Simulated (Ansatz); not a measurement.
Sn$_{2}$PbSe$_{3}$:
Space group P-3m1 (No. 164); a = b = 4.2056 Å, c = 10.2931 Å, α = β = 90.00°, γ = 120.00°

```json
[
 {"atom": "Sn", "site": "2d", "symmetry": "3m.", "x": "0.6667", "y": "0.3333", "z": "0.3364"},
 {"atom": "Pb", "site": "1a", "symmetry": "-3m.", "x": "0.0000", "y": "0.0000", "z": "0.0000"},
 {"atom": "Se", "site": "2d", "symmetry": "3m.", "x": "0.3333", "y": "0.6667", "z": "0.1737"},
 {"atom": "Se", "site": "1b", "symmetry": "-3m.", "x": "0.0000", "y": "0.0000", "z": "0.5000"}
]
```

Relaxed with LDA.

Question: Which orbitals make up the states near the Fermi level in LDA in the plane-wave PAW code Ansatz?

Answer: Within 0.5 eV of the Fermi level: Se 4p 39 %, Sn 5p 21 %, Sn 5s 15 %, Pb 6p 12 %, Se 4s 6 %. Projections are on Löwdin-orthogonalised atomic valence shells; empty p or d shells of many metals are not among them.

Question: Tabulate the density of states.

Answer: States/eV per cell of 6 atoms, in 0.25 eV bins, energy from the Fermi level.

```csv
E (eV),total,Se 4p,Sn 5p,Pb 6p
-7.85,3.10,0.92,0.05,0.03
-7.60,3.38,0.99,0.04,0.03
-7.35,3.42,0.90,0.05,0.03
-7.10,3.22,0.76,0.06,0.04
-6.85,1.13,0.24,0.01,0.01
-6.60,0.50,0.12,0.00,0.00
-6.35,0.41,0.09,0.00,0.00
-6.10,0.31,0.06,0.00,0.00
-5.85,0.21,0.05,0.02,0.01
-5.60,0.75,0.37,0.22,0.09
-5.35,1.29,0.68,0.39,0.15
-5.10,1.84,1.01,0.56,0.19
-4.85,1.85,1.05,0.53,0.19
-4.60,2.51,1.45,0.64,0.29
-4.35,3.05,1.82,0.73,0.34
-4.10,3.63,2.24,0.83,0.38
-3.85,4.74,3.06,1.04,0.45
-3.60,4.94,3.28,1.00,0.44
-3.35,4.72,3.22,0.87,0.40
-3.10,4.77,3.32,0.78,0.39
-2.85,5.16,3.70,0.75,0.39
-2.60,5.15,3.81,0.67,0.33
-2.35,4.89,3.81,0.50,0.25
-2.10,4.96,4.00,0.43,0.16
-1.85,2.18,1.43,0.28,0.11
-1.60,2.19,1.30,0.29,0.14
-1.35,2.62,1.59,0.28,0.16
-1.10,3.23,1.98,0.28,0.20
-0.85,3.47,1.98,0.30,0.27
-0.60,2.67,1.43,0.27,0.22
-0.35,1.29,0.64,0.16,0.11
-0.10,0.11,0.04,0.03,0.01
0.15,0.17,0.03,0.07,0.03
0.40,0.66,0.11,0.27,0.14
0.65,1.46,0.18,0.67,0.34
0.90,2.69,0.30,1.28,0.66
1.15,3.22,0.33,1.60,0.82
1.40,4.15,0.41,2.17,1.08
1.65,4.08,0.50,2.17,1.01
1.90,3.40,0.54,1.74,0.80
2.15,3.64,0.68,1.74,0.87
2.40,2.86,0.58,1.27,0.73
2.65,3.22,0.70,1.36,0.81
2.90,3.91,0.88,1.61,0.84
3.15,4.48,0.94,1.55,0.78
3.40,4.64,1.01,1.57,0.85
3.65,5.49,1.25,1.80,1.05
3.90,7.41,1.73,2.48,1.29
4.15,4.94,1.29,1.76,0.88
4.40,3.44,1.05,1.24,0.56
4.65,3.09,0.93,1.09,0.49
```

The workflow started from a Materials Project entry (that database holds measured and hypothetical structures alike); the Crystallography Open Database copy checked does not list it. With Sn and Pb taken as one species the cell has the higher symmetry Fm-3m, so it may be an ordered model of a mixed-site phase. Its standing as an ambient phase is unchecked. The cell was relaxed with LDA under the symmetry of its start; of distortions, only those at the zone centre were tested. Scalar-relativistic: spin–orbit coupling is off unless named, which matters more the heavier the elements.

Potentials: the later of the program's two PAW sets.
